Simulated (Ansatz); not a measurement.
Ge:
Space group P6₃/mmc (No. 194); a = b = 4.0042 Å, c = 13.1453 Å, α = β = 90.00°, γ = 120.00°

| atom | site | symmetry | x | y | z |
|---|---|---|---|---|---|
| Ge | 4e | 3m. | 0.0000 | 0.0000 | 0.0932 |
| Ge | 4f | 3m. | 0.3333 | 0.6667 | 0.1559 |

Relaxed with PBEsol.

### Question
Which orbitals make up the states near the Fermi level in PBEsol in the plane-wave PAW code Ansatz?

### Answer
Within 0.5 eV of the Fermi level: Ge 4p 75 %, Ge 4s 22 %. Projections are on Löwdin-orthogonalised atomic valence shells; empty p or d shells of many metals are not among them.

### Question
Tabulate the density of states.

### Answer
States/eV per cell of 8 atoms, in 0.25 eV bins, energy from the Fermi level.

```csv
E (eV),total,Ge 4p,Ge 4s
-7.85,2.38,1.04,1.32
-7.60,2.81,1.30,1.50
-7.35,3.42,1.61,1.79
-7.10,2.98,1.44,1.52
-6.85,1.85,0.86,0.98
-6.60,1.70,0.79,0.90
-6.35,1.61,0.77,0.83
-6.10,1.28,0.61,0.66
-5.85,1.11,0.53,0.57
-5.60,0.97,0.47,0.50
-5.35,0.85,0.41,0.43
-5.10,0.74,0.36,0.37
-4.85,0.64,0.32,0.32
-4.60,1.60,1.30,0.29
-4.35,3.93,3.57,0.34
-4.10,3.78,3.39,0.37
-3.85,4.41,4.02,0.37
-3.60,4.77,4.36,0.38
-3.35,4.28,3.94,0.31
-3.10,4.25,3.96,0.26
-2.85,5.22,4.96,0.24
-2.60,5.73,5.43,0.27
-2.35,5.48,5.23,0.22
-2.10,6.29,6.07,0.19
-1.85,5.25,5.08,0.13
-1.60,4.27,4.14,0.10
-1.35,2.88,2.79,0.07
-1.10,2.02,1.96,0.04
-0.85,1.42,1.38,0.03
-0.60,0.99,0.97,0.01
-0.35,0.58,0.57,0.00
-0.10,0.20,0.18,0.01
0.15,0.06,0.03,0.02
0.40,0.88,0.47,0.37
0.65,1.90,1.07,0.72
0.90,2.76,1.61,0.98
1.15,4.19,2.49,1.45
1.40,5.91,3.63,1.88
1.65,4.89,3.08,1.44
1.90,3.70,2.34,1.06
2.15,4.64,3.00,1.17
2.40,3.78,2.63,0.73
2.65,5.10,3.64,0.94
2.90,6.02,4.27,1.10
3.15,3.40,2.52,0.46
3.40,5.31,4.08,0.51
3.65,5.77,4.44,0.52
3.90,6.00,4.53,0.53
4.15,4.77,3.55,0.41
4.40,5.47,3.98,0.49
4.65,5.21,3.74,0.43
```

Space group P6_3/mmc. The workflow started from a Materials Project entry (that database holds measured and hypothetical structures alike); the Crystallography Open Database copy checked does not list it. It is not the phase usual at ambient conditions (space group No. 227). Symmetry was held in the PBEsol relaxation; of distortions, only those at the zone centre were tested. Spin–orbit coupling is left out wherever it is not named.

Potentials: the later of the program's two PAW sets.
